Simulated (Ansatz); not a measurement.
MoSeS:
```xyz
6
Lattice="3.1897 0.0000 0.0000 -1.5949 2.7624 0.0000 0.0000 0.0000 12.5668" Properties=species:S:1:pos:R:3 pbc="T T T"
Mo     0.0000     0.0000     3.3309
Mo     0.0000     0.0000     9.2358
Se     1.5949     0.9208    10.9252
Se     0.0000     1.8416     1.6416
S      0.0000     1.8416     4.8470
S      1.5949     0.9208     7.7197
```

Relaxed with LDA.

Give the optical modes at the zone centre with their infrared and Raman activity from DFPT, LDA (plane waves, PAW; program Ansatz).

Transverse frequencies, without the LO–TO term; a row sums one degenerate level.

```tsv
ω (cm⁻¹)	degeneracy	IR ((D/Å)²/amu)	Raman (Å⁴/amu)	activity	symmetry
22	2	0.00	4.1	Raman	Eg
39	1	0.00	12	Raman	A1g
209	2	0.92	0	IR	Eu
210	2	0.00	39	Raman	Eg
293	1	0.07	0	IR	A2u
295	1	0.00	2200	Raman	A1g
357	2	3.17	0	IR	Eu
358	2	0.00	440	Raman	Eg
443	1	0.49	0	IR	A2u
448	1	0.00	180	Raman	A1g
```

How high does the top mode go among those that the LO–TO term moves?

360 cm⁻¹ for q along x, 360 cm⁻¹ for q along y, 444 cm⁻¹ for q along z.

Space group P-3m1. The workflow started from a Materials Project entry (that database holds measured and hypothetical structures alike); the Crystallography Open Database copy checked does not list it. Its standing as an ambient phase is unchecked. Symmetry was held in the LDA relaxation; of distortions, only those at the zone centre were tested. No spin polarisation was allowed. A crystal of weakly bound layers computed without a dispersion correction: the cell and the soft elastic constants depend strongly on that.

Potentials: the later of the program's two PAW sets.
